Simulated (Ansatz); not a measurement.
The start is a relaxed Fe cell, doubled along one cell vector, shaken by Gaussian noise of σ = 0.08 Å a coordinate. Cell shape, volume and atoms are optimised at zero target pressure with PBEsol (plane waves to 420 eV, PAW, scalar-relativistic; Ansatz, an electronic-structure program). The first steps use a coarse 15×8×9 k-mesh.

Initial structure:
```
CELL_PARAMETERS angstrom
      2.42872     0.00000     0.00000
     -2.42872     4.20667     0.00000
      0.00000     0.00000     3.84119
ATOMIC_POSITIONS crystal
  Fe 0.32060 0.31378 0.24129
  Fe 0.34006 0.84661 0.23724
  Fe 0.62716 0.18653 0.72274
  Fe 0.68231 0.66485 0.71793
```

Q: How large is the pressure on the unrelaxed cell, and of which sign?

A: +4.5 GPa (positive: the cell is compressed).

Q: What is the largest force in the starting geometry, and on which atom (counted from 1)?

A: 2.05 eV/Å, on Fe3 (atoms numbered as listed).

Q: Does it find its way back to the structure it was made from?

A: It relaxes back to the parent, P6₃/mmc (No. 194).

Q: How do the shortest distances between atoms change?

A: The closest pairs of elements (up to four, under 3.6 Å), start → end: Fe–Fe 2.19 → 2.38 Å.

Q: Is the relaxed structure metallic? Give its gap.

A: Zero (metallic).

The end point of the relaxation:

Space group P6₃/mmc (No. 194); a = b = 2.4287 Å, c = 3.8412 Å, α = β = 90.00°, γ = 120.00°

```csv
atom,site,symmetry,x,y,z
Fe,2d,-6m2,0.6667,0.3333,0.2500
```

Final values are on a 22×22×12 k-mesh of the relaxed cell. No spin polarisation in the result. A magnetic state may lie lower.

The relaxed structure has the type that Fe is known to take under pressure; here it was relaxed at zero pressure, from a generated start.
